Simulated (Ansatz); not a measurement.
Here is the system:

Cr$_{3}$GeN:
```yaml
crystal:
  lattice:
    - [5.22981, 0.00000, 0.00000]
    - [0.00000, 5.22981, 0.00000]
    - [0.00000, 0.00000, 3.94192]
  atoms:
    - { symbol: Cr, position: [0.20641, 0.70641, 0.92186] }
    - { symbol: Cr, position: [0.70641, 0.79359, 0.07814] }
    - { symbol: Cr, position: [0.79359, 0.29359, 0.92186] }
    - { symbol: Cr, position: [0.29359, 0.20641, 0.07814] }
    - { symbol: Cr, position: [0.50000, 0.50000, 0.50000] }
    - { symbol: Cr, position: [0.00000, 0.00000, 0.50000] }
    - { symbol: Ge, position: [0.00000, 0.50000, 0.44381] }
    - { symbol: Ge, position: [0.50000, 0.00000, 0.55619] }
    - { symbol: N, position: [0.00000, 0.00000, 0.00000] }
    - { symbol: N, position: [0.50000, 0.50000, 0.00000] }
```

This is the PBEsol-relaxed structure.

Q: All from the program Ansatz at the PBEsol level (PAW), unless another level is named. Predict the bulk modulus (Birch–Murnaghan fit).

A: 257 GPa.

Q: What about the highest zone-centre frequency?

A: 707 cm^-1.

Space group P-42_1m. The first step of the workflow began from a Materials Project structure, measured or hypothetical; the Crystallography Open Database files this formula in space group No. 113, but the cells were not matched. Its standing as an ambient phase is unchecked. Symmetry was held in the PBEsol relaxation; of distortions, only those at the zone centre were tested. No spin polarisation was allowed. As this level gives no gap, phonon frequencies hold no LO–TO term and depend on the k-mesh and smearing (Fermi–Dirac, 0.1 eV here).

Potentials: the later of the program's two PAW sets.
